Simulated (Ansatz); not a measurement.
Data:

P:
```yaml
crystal:
  lattice:
    - [1.72572, 0.99635, 3.03238]
    - [-1.72572, 0.99635, 3.03238]
    - [0.00000, -1.99270, 3.03238]
  atoms:
    - { symbol: P, position: [0.22938, 0.22938, 0.22938] }
    - { symbol: P, position: [0.77062, 0.77062, 0.77062] }
```

This is the r²SCAN+D4-relaxed structure. Tensor components refer to the Cartesian frame of this cell.

All from r²SCAN+D4 in the plane-wave PAW code Ansatz, unless another level is named. Estimate the Young's modulus.

146 GPa.

Give the highest zone-centre frequency.

395 cm⁻¹.

And the elastic constants (relaxed ions, GPa)?

C11 = 195, C12 = 66.4, C13 = 21.5, C14 = -37.5, C33 = 68.1, C44 = 99.5.

Space group R-3m (A7 (α-As type)). This is a known high-pressure phase of the composition, computed here at zero pressure and temperature. Symmetry was held in the r²SCAN+D4 relaxation; whether a distortion lowers the energy is not shown. As this level gives no gap, shear constants depend on the k-mesh and smearing (Fermi–Dirac, 0.1 eV here). As this level gives no gap, phonon frequencies hold no LO–TO term and depend on the k-mesh and smearing (Fermi–Dirac, 0.1 eV here).

Potentials: the later of the program's two PAW sets.
